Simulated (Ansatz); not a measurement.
## GdIn (Pm-3m): spiral energies by the generalised Bloch theorem

```xyz
2
Lattice="3.8300 0.0000 0.0000 0.0000 3.8300 0.0000 0.0000 0.0000 3.8300" Properties=species:S:1:pos:R:3 pbc="T T T"
Gd    0.0000    0.0000    0.0000
In    1.9150    1.9150    1.9150
```

Geometry: a structure as deposited in COD; nothing is relaxed.

Functional, mesh and filling: LDA, 12×12×12 k mesh, Fermi–Dirac smearing of 0.03 eV. PAW means Ansatz 0.2.0 on its default frozen-core files; LAPW is all-electron LAPW in Ansatz 0.2.0. Site moments are integrated in spheres about the atoms, whose radii differ between the methods. Start moments of the first PAW run (μB): Gd1 7.

Flat spirals without spin–orbit coupling: moments start in the xy plane and turn about z by q·R from cell to cell, and their directions inside a cell are free. q runs from Γ to M = (0.500, 0.500, 0.000) in reciprocal cell vectors. Energies count from each method's run at q = 0. Each q is a vector of the k mesh, and the mesh is shifted by q/2 where needed, so that both spin components are sampled on the same points as at q = 0.

```csv
fraction of Γ–M,q (1/Å),ΔF PAW (meV/cell),ΔF LAPW (meV/cell),"largest moment, PAW (μB)"
0.000,0.000,0.0,0.0,7.01
0.167,0.193,+0.1,–,7.01
0.333,0.387,+1.4,–,7.02
0.500,0.580,+2.3,+2.4,7.03
0.667,0.773,+9.1,–,7.02
0.833,0.967,+18.6,+18.8,7.00
1.000,1.160,+22.7,–,6.99
```

q = 0 is the lowest point, but the next lies within 2.0 meV per cell, which this mesh may not resolve.

Problem. The line ends at half a reciprocal vector. Fit ΔF(f) = A₁(1 − cos πf) + A₂(1 − cos 2πf) to the PAW points, leaving out f = 0.667. What does it give?

Solution. A₁ = +11.1 and A₂ = -3.8 meV/cell, with a worst miss of 1.5 meV. At f = 0.667 the fit gives +11.0 meV against the computed +9.1. In a Heisenberg model A₁ and A₂ sum the couplings to the first and second lattice planes normal to q.

The PAW files were made with PBE; the program remakes their cores once for the run's functional and then keeps them frozen. Without U a semilocal functional puts the f levels too near the Fermi level, which can change moments and the order of magnetic states; site and cell moments are spin moments. Spin–orbit coupling is left out although heavy atoms are present. In at least one run the program's final test of stability wasn't made or came to no verdict. With open f shells a run can end in a state that isn't the lowest. These are results for the start and cell typed. The real compound can order otherwise, in a larger cell, or not at all, since semilocal functionals without spin fluctuations often overstate magnetism; near a collapse of the moment, mesh and smearing move it by tens of per cent.
